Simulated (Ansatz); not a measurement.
Computed with DFT PBE, scalar-relativistic, plane waves, PAW, and for the lanthanide a 4f-in-core norm-conserving potential, in Ansatz 0.2.0. Cutoff 630 eV, Γ-centred 12×12×2 mesh (10-atom cell), Gaussian smearing of 0.10 eV, no spin polarisation.

The zero of energy is the elements' standard structures at the same level (O₂ as a molecule); no fitted shifts are applied.

**Question.** Give a relaxed trial structure of a hexagonal metal with formula Dy3O2, with a formation energy near −2.15 eV/atom and a density near 9.76 g/cm³, in a cell of 10 atoms.

**Answer.** Dy3O2, space group P6_3/mmc (No. 194). Dy on a site of symmetry -6m2 has 6 O at 2.40 Å; Dy on a site of symmetry 3m has 3 O at 2.48 Å; O is surrounded by 6 Dy at 2.40–2.48 Å and 1 O at 2.75 Å.

```cif
data_structure
_symmetry_space_group_name_H-M 'P 1'
_symmetry_Int_Tables_number 1
_cell_length_a 3.4128
_cell_length_b 3.4128
_cell_length_c 17.5341
_cell_angle_alpha 90.000
_cell_angle_beta 90.000
_cell_angle_gamma 120.000
_cell_volume 176.86
loop_
_atom_site_label
_atom_site_type_symbol
_atom_site_fract_x
_atom_site_fract_y
_atom_site_fract_z
_atom_site_occupancy
Dy1 Dy 0.00000 0.00000 0.25000 1
Dy2 Dy 0.00000 0.00000 0.75000 1
Dy3 Dy 0.33333 0.66667 0.91396 1
Dy4 Dy 0.66667 0.33333 0.41396 1
Dy5 Dy 0.33333 0.66667 0.58604 1
Dy6 Dy 0.66667 0.33333 0.08604 1
O1 O 0.33333 0.66667 0.17150 1
O2 O 0.66667 0.33333 0.67150 1
O3 O 0.33333 0.66667 0.32850 1
O4 O 0.66667 0.33333 0.82850 1
```

| Property | Result |
| --- | --- |
| Volume per atom | 17.69 Å³ |
| Density | 9.76 g/cm³ |
| Energy over the elements | −2.15 eV/atom |
| Gap on the 12×12×2 mesh of the 10-atom cell | 0 eV (a metal) |

It was reached by relaxing an invented guess, and it needn't be the stable form of this composition. Other answers may fit too; this one was computed.

A structure relaxed within its symmetry needn't be a true minimum.

The lanthanide is trivalent by construction, without f bands, f moments or other valences. The reference runs of the other elements, and any phases without the lanthanide, used 420 eV, which shifts energies against them by under 10 meV/atom. The lanthanide's reference is the lowest of its hcp, dhcp and fcc cells.
